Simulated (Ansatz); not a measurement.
**YCl (R-3m): lattice vibrations**

```yaml
crystal:
  lattice:
    - [1.84403, 1.06465, 9.62866]
    - [-1.84403, 1.06465, 9.62866]
    - [0.00000, -2.12930, 9.62866]
  atoms:
    - { symbol: Y, position: [0.21532, 0.21532, 0.21532] }
    - { symbol: Y, position: [0.78468, 0.78468, 0.78468] }
    - { symbol: Cl, position: [0.39165, 0.39165, 0.39165] }
    - { symbol: Cl, position: [0.60835, 0.60835, 0.60835] }
```

Conventional cell: a = 3.688 Å, b = 3.688 Å, c = 28.886 Å, α = 90.00°, β = 90.00°, γ = 120.00°. Y (atom 1) has 3 Cl at 2.74 Å as nearest neighbours. Cl (atom 3) has 3 Y at 2.74 Å as nearest neighbours.

Computed, not measured; unless marked otherwise by PBEsol, all-electron LAPW in Ansatz 0.2.0, scalar-relativistic. k mesh 10×10×10, Fermi-Dirac smearing of 0.100 eV, basis error target 0.5 meV/atom. The cell was relaxed by PAW under this functional.

Atoms are displaced by 0.01 Å in the primitive cell, which gives the zone-centre modes alone. Negative values stand for unstable modes.

(1) Is the structure dynamically stable at these wave vectors?

(2) How do the optical zone-centre modes decompose, and which are active?

(3) How well do frozen-core PAW files reproduce these all-electron values?

## Answers

(1) Yes, no mode is unstable there; wave vectors off this mesh aren't tested.

(2) Point group -3m: Γ_opt = 2Eg + 2A1g + Eu + A2u.

```csv
label,THz,activity,mostly
Eg,1.71,Raman,Y (62 %)
A1g,3.50,Raman,Y (56 %)
Eu,4.31,IR,Cl (71 %)
Eg,4.46,Raman,Cl (62 %)
A2u,7.42,IR,Cl (71 %)
A1g,8.04,Raman,Cl (56 %)
```

In a metal the activity is that of symmetry alone; free carriers screen the infrared modes.

(3) With a cutoff of 420 eV and displacements of 0.0025 Å, the r.m.s. difference over the modes is 0.1 cm⁻¹; the largest difference is 143.8 (PAW) against 143.9 cm⁻¹ (LAPW).

Keep in mind: the gap is closed or tiny at this level, so small that the run used smearing; responses move with mesh and smearing; no dispersion correction, so the spacing and stiffness between layers or molecules are poor; zone-boundary modes aren't tested; the frozen-core PAW files of the compared runs were fitted under PBE, their cores solved anew for this functional.
